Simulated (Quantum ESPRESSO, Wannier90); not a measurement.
# AlInSb2 (P-4m2): Wannier90 run

```yaml
crystal:
  lattice:
    - [4.50617, 0.00000, 0.00000]
    - [0.00000, 4.50617, 0.00000]
    - [0.00000, 0.00000, 6.34882]
  atoms:
    - { symbol: Al, position: [0.00000, 0.00000, 0.00000] }
    - { symbol: In, position: [0.50000, 0.50000, 0.50000] }
    - { symbol: Sb, position: [0.00000, 0.50000, 0.23337] }
    - { symbol: Sb, position: [0.50000, 0.00000, 0.76663] }
```

Structure: Materials Project mp-1228890, symmetrised, not relaxed again. Not found in the COD (Crystallography Open Database) copy used; not checked further. Computed values, not measurements, from PBEsol: Quantum ESPRESSO (norm-conserving PseudoDojo potentials, cutoff 64 Ry, spinors with spin-orbit coupling) on a Γ-centred 6×6×4 mesh, then Wannier90. Density: 8×8×6 mesh, Gaussian smearing 0.01 Ry. With spin-orbit coupling a semilocal functional can close or falsely invert a small gap; the band order was not checked against a better method. The gap is small at this level and was sampled on the meshes and a path alone.

Valence charges of the files: Al 3, In 13, Sb 15. 82 bands were computed.

Isolated groups of bands, relative to the valence-band maximum (bands from 47 on overlap up to the last one computed):

```tsv
bands	from (eV)	to (eV)	filling	weight on atomic waves
1–8	-29.33	-29.32	filled	Sb 4d 100 %
9–20	-28.09	-28.07	filled	Sb 4d 100 %
21–24	-15.14	-15.10	filled	In 4d 99 %
25–30	-14.33	-14.24	filled	In 4d 99 %
31–34	-10.85	-8.92	filled	Sb 5s 62 %, Al 3p 11 %, In 5p 10 %
35–46	-5.96	0.00	filled	Sb 5p 57 %, Al 3p 12 %, In 5p 12 %
```

Wanted is a model with the orbitals Al s p, In s p, Sb s p, without the filled groups that are mainly made of other shells (semicore states, and anion s where it isn't named); all higher bands stay in for disentanglement.

Question: Give num_wann, exclude_bands and num_bands, and the number of electrons that the model holds.

Answer: Electrons: 1×3 + 1×13 + 2×15 = 46, which fill 46 bands.
num_wann = 2 × (1×4 + 1×4 + 2×4) = 32.
exclude_bands = 1-30, 30 bands, so num_bands = 82 − 30 = 52.
The model holds 46 − 1×30 = 16 electrons. With the window frozen to 1.66 eV it follows pw.x to 6.2 meV rms (states up to 1.2 eV relative to the valence-band maximum).
